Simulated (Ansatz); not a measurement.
B (bcc (W type), Im-3m) at seven volumes, PBE in the plane-wave PAW code Ansatz, scaled uniformly. One row is withheld.

```
V (Å³/atom)  P (GPa)
-----------  -------
5.583          26.68
5.767              ?
5.951           7.62
6.135           0.00
6.319          -6.51
6.503         -11.79
6.687         -15.80
```

Problem. Fit the shown pressures and predict the withheld one.

Solution. Third-order Birch–Murnaghan: P = (3/2)B₀(x^(7/2) − x^(5/2))[1 + (3/4)(B′ − 4)(x − 1)] with x = (V₀/V)^(2/3). Least squares on the six rows gives V₀ = 6.134 Å³/atom, B₀ = 227.4 GPa, B′ = 4.73. At V = 5.767, x = 1.0420 and P = 16.24 GPa. The run itself gave 16.45 GPa.

The cell is a constructed one: a structure type filled with these elements; neither database checked (COD, Materials Project) lists it. It is not the phase usual at ambient conditions (space group No. 166). Symmetry was held in the PBE relaxation; whether a distortion lowers the energy is not shown.

Potentials: the later of the program's two PAW sets.
